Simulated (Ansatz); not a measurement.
Values for one crystal, relaxed and computed with DFT-r²SCAN in the program Ansatz with PAW potentials; other levels are named.

```yaml
volume_per_atom: 19.97 Å³
band_gap: 4.50 eV (indirect)
valence_band_maximum: at L
HSE06 gap on the r²SCAN cell: 5.76 eV
Pressure derivative B′: 5.7
electron_effective_mass: 0.76 mₑ (isotropic)
Bulk modulus (Birch–Murnaghan fit): 36.0 GPa
```

Task: Pick the material that matches.
A. KRb2TlF6, Fm-3m (K on 4b, Rb on 8c, Tl on 4a, F on 24e)
B. ZnAgF3, cubic perovskite
C. NaF, zinc blende
D. Mg2H6Os, Fm-3m (Mg on 8c, H on 24e, Os on 4a)

Result: A, KRb2TlF6, Fm-3m (K on 4b, Rb on 8c, Tl on 4a, F on 24e)

The workflow started from a Materials Project entry (that database holds measured and hypothetical structures alike); the Crystallography Open Database copy checked does not list it. Its standing as an ambient phase is unchecked. Symmetry was held in the r²SCAN relaxation; its stability against distortions is not shown here. Spin–orbit coupling is left out wherever it is not named.

Potentials: the later of the program's two PAW sets.
